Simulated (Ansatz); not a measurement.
KB₆H₆: Electric field gradients

The cell is a structure deposited in the COD whose atoms were relaxed with PBE, the cell held.

```xyz
26
Lattice="0.0000 5.3145 5.3145 5.3145 0.0000 5.3145 5.3145 5.3145 0.0000" Properties=species:S:1:pos:R:3 pbc="T T T"
K     2.6572    2.6572    2.6572
K     7.9718    7.9718    7.9718
B     5.3145    1.4400    6.1995
B     5.3145    9.1890    6.1995
B     5.3145    9.1890    4.4295
B     5.3145    1.4400    4.4295
B     6.1995    5.3145    1.4400
B     6.1995    5.3145    9.1890
B     4.4295    5.3145    9.1890
B     4.4295    5.3145    1.4400
B     1.4400    6.1995    5.3145
B     9.1890    6.1995    5.3145
B     9.1890    4.4295    5.3145
B     1.4400    4.4295    5.3145
H     5.3145    2.4734    6.8153
H     5.3145    8.1556    6.8153
H     5.3145    8.1556    3.8137
H     5.3145    2.4734    3.8137
H     6.8153    5.3145    2.4734
H     6.8153    5.3145    8.1556
H     3.8137    5.3145    8.1556
H     3.8137    5.3145    2.4734
H     2.4734    6.8153    5.3145
H     8.1556    6.8153    5.3145
H     8.1556    3.8137    5.3145
H     2.4734    3.8137    5.3145
```

Atoms are numbered from 1 in the order listed; like atoms form one site, named after its first atom.

Computed with Ansatz: DFT, PBE, plane waves and PAW, scalar-relativistic, 420 eV cutoff, Γ-centred 5×5×5 k-points, Fermi–Dirac smearing 0.05 eV.

V_zz is the principal component of the electric field gradient with the largest magnitude, η = (V_xx − V_yy)/V_zz and C_Q = eQV_zz/h. ν_Q = 3|C_Q|/[2I(2I − 1)].

³⁹K: I = 3/2, Q = 60.30 mb; ¹⁰B: I = 3, Q = 84.59 mb; ²H: I = 1, Q = 2.858 mb. Quadrupole moments are those of Pyykkö's year-2017 table.

| site | atoms (order as listed) | first shell | C_Q (MHz) | η | ν_Q (MHz) |
| --- | --- | --- | --- | --- | --- |
| K | 1, 2 | 12 H at 2.90 Å | 0 | – | 0 |
| B | 3, 4, 5, 6, 7, 8, … | 1 H at 1.20 Å, 5 B at 1.77–1.78 Å | -1.50 | 0.08 | 0.150 |
| H | 15, 16, 17, 18, 19, 20, … | 1 B at 1.20 Å | 0.133 | 0.06 | 0.199 |

K sits on a cubic site, where every gradient vanishes. At B V_zz points along its shortest bond, to H (within 2°). At H V_zz points along its bond to B (within 1°).
